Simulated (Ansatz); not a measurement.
Relax this structure to zero stress and force, keeping its symmetry:

```cif
data_structure
_symmetry_space_group_name_H-M 'Fd-3m:1'
_symmetry_Int_Tables_number 227
_cell_length_a 8.0221
_cell_length_b 8.0221
_cell_length_c 8.0221
_cell_angle_alpha 90.000
_cell_angle_beta 90.000
_cell_angle_gamma 90.000
_cell_volume 516.25
loop_
_atom_site_label
_atom_site_type_symbol
_atom_site_symmetry_multiplicity
_atom_site_Wyckoff_symbol
_atom_site_fract_x
_atom_site_fract_y
_atom_site_fract_z
_atom_site_occupancy
Na1 Na 8 a 0.50000 0.00000 0.50000 1
Ag1 Ag 16 d 0.12500 0.62500 0.12500 1
```

Level of theory: Ansatz 0.2.0, DFT PBEsol, scalar-relativistic, plane waves, PAW.

Plane waves to 420 eV, a k mesh through Γ of 8×8×8 on the computed 6-atom cell and Gaussian smearing (0.10 eV); no spin polarisation.

Problem. What does it relax to?

Solution. The volume decreases by 1.34 Å³/atom to 20.17 Å³/atom, and the energy falls by 14.3 meV/atom. Final structure:
```cif
data_structure
_symmetry_space_group_name_H-M 'Fd-3m:1'
_symmetry_Int_Tables_number 227
_cell_length_a 7.8516
_cell_length_b 7.8516
_cell_length_c 7.8516
_cell_angle_alpha 90.000
_cell_angle_beta 90.000
_cell_angle_gamma 90.000
_cell_volume 484.02
loop_
_atom_site_label
_atom_site_type_symbol
_atom_site_symmetry_multiplicity
_atom_site_Wyckoff_symbol
_atom_site_fract_x
_atom_site_fract_y
_atom_site_fract_z
_atom_site_occupancy
Na1 Na 8 a 0.50000 0.00000 0.50000 1
Ag1 Ag 16 d 0.12500 0.62500 0.12500 1
```

Course of the relaxation (steps run on the plane waves of an earlier cell, and the basis is chosen afresh near the end, so energy and pressure can step there; trial steps that raised the energy were taken back; energies are free energies):

```csv
step,E − E_final (meV/atom),P (GPa),V (Å³/atom)
1,14.3,-3.17,21.51
2,-0.2,0.24,20.07
3,-0.3,-0.04,20.17
4,0.0,-0.03,20.17
```